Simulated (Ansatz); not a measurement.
A geometry of Nb away from equilibrium: step 3 of the relaxation of a relaxed Nb cell displaced along its unstable phonon at q = (½, 0, 0) of its primitive reciprocal cell (123i cm⁻¹), largest move 0.15 Å. Computed with PBE (plane waves to 420 eV, PAW, scalar-relativistic; Ansatz, a program for electronic structure). Γ-centred k-mesh 6×12×12 on the run's cell (coarser than for final values), Fermi–Dirac smearing 0.05 eV. The plane waves were selected for a different cell earlier on the path.

```xyz
2
Lattice="5.1251 0.0000 0.0000 0.0000 2.7426 0.0000 0.0000 0.0000 2.7397" Properties=species:S:1:pos:R:3 pbc="T T T"
Nb     0.0000     0.0000     0.5418
Nb     2.5626     0.0000    -0.5418
```

**Question.** What forces act on the atoms (eV/Å)?

**Answer.** 
```tsv
atom	Fx	Fy	Fz
Nb1	0.00	0.00	0.35
Nb2	0.00	0.00	-0.35
```

The path ends in P6/mmm (No. 191) (AFLOW prototype A_hP1_191_a (A_f, as in Sn)). No spin polarisation in the result.

The run could not lose the symmetry of its start, so the end can be a saddle point.

The end of the path is a generated cell of Nb: the first start was made by placing the elements on the sites of a structure type, and the end was not matched to a known phase here, so it may be hypothetical. Known forms of Nb include space group No. 229.
